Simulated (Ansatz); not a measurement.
AlCo:
Space group Pm-3m (No. 221); a = b = c = 2.852 Å, α = β = γ = 90.00°

```tsv
atom	site	symmetry	x	y	z
Al	1a	m-3m	0.0000	0.0000	0.0000
Co	1b	m-3m	0.5000	0.5000	0.5000
```

Relaxed with PBE.

Question: Which orbitals make up the states near the Fermi level in DFT-PBE in the program Ansatz with PAW potentials?

Answer: Within 0.5 eV of the Fermi level: Co 3d 77 %, Al 3p 16 %. Projections are on Löwdin-orthogonalised atomic valence shells; empty p or d shells of many metals are not among them.

Question: Tabulate the density of states.

Answer: States/eV per cell of 2 atoms, in 0.25 eV bins, energy from the Fermi level.

| E (eV) | total | Co 3d | Al 3p | Al 3s |
|---|---|---|---|---|
| -7.85 | 0.33 | 0.01 | 0.14 | 0.11 |
| -7.60 | 0.35 | 0.02 | 0.15 | 0.12 |
| -7.35 | 0.38 | 0.02 | 0.16 | 0.13 |
| -7.10 | 0.41 | 0.03 | 0.17 | 0.15 |
| -6.85 | 0.45 | 0.04 | 0.18 | 0.18 |
| -6.60 | 0.47 | 0.05 | 0.18 | 0.18 |
| -6.35 | 0.50 | 0.08 | 0.20 | 0.18 |
| -6.10 | 0.54 | 0.10 | 0.21 | 0.18 |
| -5.85 | 0.58 | 0.14 | 0.22 | 0.18 |
| -5.60 | 0.64 | 0.18 | 0.23 | 0.19 |
| -5.35 | 0.70 | 0.24 | 0.23 | 0.19 |
| -5.10 | 0.61 | 0.21 | 0.22 | 0.13 |
| -4.85 | 0.59 | 0.20 | 0.23 | 0.11 |
| -4.60 | 0.61 | 0.21 | 0.25 | 0.09 |
| -4.35 | 0.67 | 0.25 | 0.27 | 0.08 |
| -4.10 | 0.79 | 0.31 | 0.32 | 0.08 |
| -3.85 | 1.55 | 0.79 | 0.55 | 0.09 |
| -3.60 | 1.75 | 0.99 | 0.59 | 0.08 |
| -3.35 | 1.37 | 0.85 | 0.41 | 0.06 |
| -3.10 | 1.71 | 1.18 | 0.45 | 0.04 |
| -2.85 | 2.91 | 2.06 | 0.76 | 0.01 |
| -2.60 | 2.24 | 1.69 | 0.49 | 0.00 |
| -2.35 | 1.76 | 1.50 | 0.19 | 0.00 |
| -2.10 | 1.85 | 1.59 | 0.15 | 0.00 |
| -1.85 | 3.17 | 2.91 | 0.14 | 0.01 |
| -1.60 | 4.18 | 3.85 | 0.19 | 0.01 |
| -1.35 | 6.47 | 6.01 | 0.27 | 0.01 |
| -1.10 | 4.03 | 3.72 | 0.20 | 0.01 |
| -0.85 | 2.43 | 2.22 | 0.13 | 0.00 |
| -0.60 | 0.60 | 0.45 | 0.09 | 0.00 |
| -0.35 | 0.42 | 0.32 | 0.06 | 0.00 |
| -0.10 | 0.53 | 0.42 | 0.08 | 0.00 |
| 0.15 | 1.75 | 1.40 | 0.25 | 0.01 |
| 0.40 | 1.44 | 1.03 | 0.29 | 0.04 |
| 0.65 | 0.98 | 0.60 | 0.26 | 0.04 |
| 0.90 | 0.77 | 0.41 | 0.24 | 0.04 |
| 1.15 | 0.63 | 0.30 | 0.23 | 0.04 |
| 1.40 | 0.53 | 0.22 | 0.21 | 0.04 |
| 1.65 | 0.44 | 0.16 | 0.19 | 0.03 |
| 1.90 | 0.37 | 0.12 | 0.17 | 0.03 |
| 2.15 | 0.28 | 0.08 | 0.14 | 0.02 |
| 2.40 | 0.26 | 0.07 | 0.11 | 0.02 |
| 2.65 | 0.43 | 0.09 | 0.09 | 0.02 |
| 2.90 | 0.55 | 0.12 | 0.10 | 0.05 |
| 3.15 | 0.85 | 0.20 | 0.15 | 0.14 |
| 3.40 | 0.89 | 0.20 | 0.20 | 0.18 |
| 3.65 | 0.95 | 0.22 | 0.23 | 0.25 |
| 3.90 | 0.91 | 0.19 | 0.25 | 0.26 |
| 4.15 | 0.88 | 0.16 | 0.24 | 0.28 |
| 4.40 | 0.81 | 0.13 | 0.25 | 0.24 |
| 4.65 | 0.76 | 0.11 | 0.25 | 0.21 |
| 4.90 | 0.75 | 0.10 | 0.25 | 0.21 |

The cell was relaxed with PBE under the symmetry of its start. The workflow began spin-polarised and lost its moments.

Potentials: the later of the program's two PAW sets.
